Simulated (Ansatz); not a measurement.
Here is the system:

LiTaO$_{3}$:
```xyz
5
Lattice="3.8942 0.0000 0.0000 0.0000 3.8942 0.0000 0.0000 0.0000 3.9584" Properties=species:S:1:pos:R:3 pbc="T T T"
Ta     1.9471     1.9471     1.6039
Li     0.0000     0.0000     0.6292
O      1.9471     1.9471     3.4308
O      1.9471     0.0000     1.3362
O      0.0000     1.9471     1.3362
```

This is the LDA-relaxed structure.

### Question
All from the program Ansatz at the LDA level (PAW), unless another level is named. Give the largest static χ(2) component.

### Answer
27 pm/V.

### Question
Next, the static dielectric constant ε0 (ions relaxed, cell fixed)?

### Answer
37.2 (xx = yy), 15.1 (zz).

### Question
Give the Born charges (a third of the trace).

### Answer
Ta +7.40, Li +1.06, O -2.91 to -2.65 e.

### Question
Predict the electronic dielectric constant ε∞ (DFPT).

### Answer
4.56 (xx = yy), 4.43 (zz).

Space group P4mm. The start of the workflow was typed in or built on a structure type; neither database checked (COD, Materials Project) lists it. It is not the phase usual at ambient conditions (space group No. 161). The cell was relaxed with LDA under the symmetry of its start. At this level the phase is dynamically unstable (imaginary phonons). No spin polarisation was allowed. Scalar-relativistic: spin–orbit coupling is off unless named, which matters more the heavier the elements.

Potentials: the earlier of the program's two PAW sets. The files were generated under PBE; for other functionals the program regenerates the frozen cores, and for LDA and PBEsol the local potential too.
